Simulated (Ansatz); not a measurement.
FeS2:
```
CELL_PARAMETERS angstrom
      4.36739     0.00000     0.00000
      0.00000     5.33321     0.00000
      0.00000     0.00000     3.34439
ATOMIC_POSITIONS crystal
  Fe 0.00000 0.00000 0.00000
  Fe 0.50000 0.50000 0.50000
  S  0.20715 0.37443 0.00000
  S  0.70715 0.12557 0.50000
  S  0.29285 0.87443 0.50000
  S  0.79285 0.62557 0.00000
```

Relaxed with PBEsol. Independent-particle spectrum: no excitons, no local fields, no scissors shift; 0.1 eV broadening; ε₁ of the summed bands alone.

Problem. Tabulate the dielectric function from PBEsol (plane waves, PAW; program Ansatz).

Solution. 

```csv
E (eV),ε₁ xx,ε₂ xx,ε₁ yy,ε₂ yy,ε₁ zz,ε₂ zz
0.0,21.88,0.00,20.55,0.00,18.96,0.00
0.4,22.47,0.00,21.00,0.00,19.41,0.00
0.8,24.84,0.00,22.61,0.00,21.12,0.00
1.2,34.99,6.00,28.55,1.52,28.32,2.91
1.6,23.38,14.63,28.01,7.14,22.10,8.76
2.0,22.87,16.33,33.59,14.73,27.58,13.37
2.4,24.58,23.32,22.96,28.70,18.08,24.33
2.8,14.57,27.55,11.68,34.77,9.91,20.51
3.2,3.78,24.72,-0.48,23.59,6.46,22.65
3.6,2.28,17.43,1.14,17.12,2.30,18.12
4.0,1.39,19.28,-0.32,17.41,3.13,19.90
4.4,-0.97,13.85,-2.15,13.94,-6.72,13.75
4.8,-2.11,12.23,-1.42,12.47,-2.62,7.18
5.2,0.70,12.46,-1.34,11.94,-0.78,7.80
5.6,-1.78,11.11,-2.86,9.02,0.28,7.03
6.0,-1.14,9.17,-2.50,7.57,-0.15,7.02
6.4,-1.76,8.95,-2.24,6.43,0.05,6.43
6.8,-2.34,8.72,-1.59,6.15,-0.07,5.85
7.2,-2.06,6.28,-1.20,4.70,0.29,5.00
7.6,-1.29,6.29,0.27,5.01,1.63,5.90
8.0,-0.78,6.58,0.51,4.79,-0.39,5.95
8.4,-0.83,5.99,0.94,4.36,0.11,4.96
8.8,-1.57,6.14,2.25,5.00,0.56,4.15
9.2,-1.55,5.49,1.65,8.65,1.82,4.56
9.6,-1.58,6.13,-1.12,7.18,2.83,5.75
10.0,-2.17,5.29,-0.26,7.24,0.79,7.95
10.4,-2.24,4.79,-1.99,7.61,-0.92,7.08
10.8,-2.19,4.40,-3.33,6.08,-1.74,6.42
11.2,-2.09,4.39,-3.69,4.90,-2.02,5.16
11.6,-2.94,4.18,-3.46,3.99,-1.96,4.64
12.0,-2.75,3.32,-3.10,2.97,-1.88,4.79
```

Problem. From ε at 2.7 eV (xx: 16.45 + 25.66i), find n, k, the normal reflectivity and the absorption coefficient.

Solution. n = 4.84, k = 2.649, R = 53 %, α = 2kE/ħc = 720000 cm⁻¹.

With all bands, ε∞ without local fields is 22.0 (xx), 20.7 (yy), 19.1 (zz). DFPT, with local fields, gives 21.4 (xx), 20.1 (yy), 18.6 (zz).

Space group Pnnm. The cell was relaxed with PBEsol under the symmetry of its start. The workflow began spin-polarised and lost its moments.

Potentials: the later of the program's two PAW sets.
